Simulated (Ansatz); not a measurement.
CaB6 (Pm-3m), relaxed with PBE (Ansatz, an electronic-structure program, plane waves, PAW): a = 4.1479 Å, b = 4.1479 Å, c = 4.1479 Å, α = 90.00°, β = 90.00°, γ = 90.00°.

| Item | Value |
|---|---|
| ΔH_f (eV/atom) | -0.41 |

Question: The same phase is relaxed and computed with r²SCAN in the same code. What are the cell and these values now?

Answer: a = b = c = 4.1370 Å, α = β = γ = 90.00°.

ΔH_f (eV/atom): -0.48

All cells were relaxed under the symmetry of their starts (and spin orders); stability against distortions was not tested throughout.

Potentials: the later of the program's two PAW sets.

Ansatz is a plane-wave DFT program.

Formation energies count from the lowest solids of the elements computed at the same level, not from gases.
